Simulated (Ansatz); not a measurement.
BeS:
```cif
data_Be4S4
_chemical_formula_sum 'Be4 S4'
_space_group_name_H-M_alt 'P 1'
_space_group_IT_number 1
_cell_length_a 5.80959
_cell_length_b 3.44433
_cell_length_c 5.90794
_cell_angle_alpha 90.000
_cell_angle_beta 90.000
_cell_angle_gamma 90.000
loop_
_space_group_symop_operation_xyz
  'x, y, z'
loop_
_atom_site_label
_atom_site_type_symbol
_atom_site_fract_x
_atom_site_fract_y
_atom_site_fract_z
_atom_site_occupancy
Be1 Be 0.14377 0.25000 0.40402 1
Be2 Be 0.35623 0.75000 0.90402 1
Be3 Be 0.85623 0.75000 0.59598 1
Be4 Be 0.64377 0.25000 0.09598 1
S1 S 0.77814 0.25000 0.41798 1
S2 S 0.72186 0.75000 0.91798 1
S3 S 0.22186 0.75000 0.58202 1
S4 S 0.27814 0.25000 0.08202 1
```

Relaxed with LDA.

Problem. Decompose the optical modes at the zone centre into irreducible representations, and say which are infrared and Raman allowed.

Solution. Point group mmm: Γ_opt = 4Ag + 2Au + 2B1g + 3B1u + 4B2g + B2u + 2B3g + 3B3u. Infrared: B1u, B2u, B3u. Raman: Ag, B1g, B2g, B3g.

Problem. Assign frequencies (DFPT, the program Ansatz at the LDA level (PAW); without the LO–TO term).

Solution. Ag 121, Au 156, B3g 162, B1u 195, B1g 213, B2g 213, Ag 247, B3u 314, B2g 397, Ag 434, B2g 449, B3u 493, B1u 550, Au 554, B1g 558, B3u 596, B2u 599, B3g 604, Ag 619, B1u 631, B2g 656 cm⁻¹.

Subscripts of B labels follow the axes of the standard setting.

Space group Pnma. The start of the workflow was typed in or built on a structure type; neither database checked (COD, Materials Project) lists it. COD files the formula under space group No. 216, so this cell is another polymorph or a model. Its standing as an ambient phase is unchecked. The LDA relaxation kept the symmetry of its start; phonons on a q-mesh show no instability. The volume moved by 19 % from the start of the relaxation. A crystal of weakly bound layers computed without a dispersion correction: the cell and the soft elastic constants depend strongly on that.

Potentials: the earlier of the program's two PAW sets.
